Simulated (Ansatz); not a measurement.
Relaxed-ion elastic tensor of MgO (rock salt, space group No. 225) in GPa (Voigt order), r²SCAN (plane waves, PAW; program Ansatz); density 3.60 g/cm³, 9.29 Å³ per atom.

```
 311  94.6  94.6   0.0   0.0   0.0
94.6   311  94.6   0.0   0.0   0.0
94.6  94.6   311   0.0   0.0   0.0
 0.0   0.0   0.0   157   0.0   0.0
 0.0   0.0   0.0   0.0   157   0.0
 0.0   0.0   0.0   0.0   0.0   157
```

Question: Is the crystal mechanically stable?

Answer: Yes: the smallest eigenvalue of C is 157 GPa.

Question: Work out the Voigt, Reuss and Hill averages.

Answer: K_V = 167, K_R = 167, K_H = 167; G_V = 137, G_R = 133, G_H = 135 GPa.

Question: Give Young's modulus, Poisson's ratio, Pugh's ratio and the universal anisotropy index.

Answer: E = 9KG/(3K + G) = 319 GPa; ν = 0.18; K/G = 1.23 (brittle by the Pugh limit of 1.75); A_U = 5G_V/G_R + K_V/K_R − 6 = 0.17.

Question: Estimate the sound speeds and the Debye temperature.

Answer: v_l = √((K + 4G/3)/ρ) = 9810 m/s, v_t = √(G/ρ) = 6120 m/s, mean 6750 m/s; Θ = (h/k)(3n/4πV)^(1/3) v_m = 956 K.

Question: Give the Zener ratio and Young's modulus along [100], [110] and [111].

Answer: A = 2C44/(C11 − C12) = 1.45; 1/E = S11 − 2(S11 − S12 − S44/2)Γ with Γ = 0, 1/4, 1/3 gives 267, 330, 358 GPa.

Space group Fm-3m (rock salt). The r²SCAN relaxation kept the symmetry of its start. The volume moved by -16 % from the start of the relaxation.

Potentials: the later of the program's two PAW sets.
